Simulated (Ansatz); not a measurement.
SiO$_{2}$ (rutile, P4_2/mnm), DFT-r²SCAN in the program Ansatz with PAW potentials. The conduction-band minimum lies at Γ, with 1 equivalent valley. Second derivatives d²E/dk² of the lowest band at one valley (eV·Å²), along Cartesian directions:

| direction | d²E/dk² |
|---|---|
| [100] | 15.81 |
| [010] | 15.81 |
| [001] | 20.22 |
| [110] | 15.81 |
| [101] | 18.01 |
| [011] | 18.01 |

Problem. Find the principal effective masses, the density-of-states mass and the conductivity mass.

Solution. Off-diagonal terms follow from H_xy = H[110] − (H_xx + H_yy)/2, and m*/mₑ = 7.620 eV·Å² over each eigenvalue: 0.38, 0.48, 0.48. One valley's DOS mass (m₁m₂m₃)^(1/3) = 0.44, conductivity mass 3/(Σ 1/mᵢ) = 0.44 mₑ.

Problem. What effective density of states Nc follows at 300 K for parabolic valleys?

Solution. Nc = 2.509e19 × 1 × (0.44)^(3/2) ≈ 7.3e18 cm⁻³.

Problem. With the computed static dielectric constant 10.6 (mean of the diagonal), estimate a hydrogenic donor's binding energy and radius.

Solution. E = 13.606 eV × 0.44/10.6² ≈ 53 meV; a = 0.529 Å × ε/m* ≈ 13 Å. Semilocal masses tend to be too small where the gap is.

This is a known high-pressure phase of the composition, computed here at zero pressure and temperature. The cell was relaxed with r²SCAN under the symmetry of its start; of distortions, only those at the zone centre were tested.

Potentials: the later of the program's two PAW sets.
